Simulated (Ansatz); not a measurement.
Given:

Ti3AlC (anti-perovskite, Pm-3m), a = 4.1403 Å, b = 4.1403 Å, c = 4.1403 Å, α = 90.00°, β = 90.00°, γ = 90.00°.

This is the PBEsol-relaxed structure.

All from PBEsol (plane waves, PAW; program Ansatz), unless another level is named. Estimate the Hill bulk and shear moduli.

163 and 103 GPa.

Predict the highest zone-centre frequency.

707 cm⁻¹.

And the elastic constants (relaxed ions, GPa)?

C11 = 336, C12 = 76.8, C44 = 88.3.

The first step of the workflow began from a Materials Project structure, measured or hypothetical; the Crystallography Open Database copy checked does not list it. Whether it is the stable phase at ambient conditions was not checked. The cell was relaxed with PBEsol under the symmetry of its start; of distortions, only those at the zone centre were tested. The run is not spin-polarised. As this level gives no gap, shear constants depend on the k-mesh and smearing (Fermi–Dirac, 0.1 eV here). As this level gives no gap, phonon frequencies hold no LO–TO term and depend on the k-mesh and smearing (Fermi–Dirac, 0.1 eV here).

Potentials: the later of the program's two PAW sets.
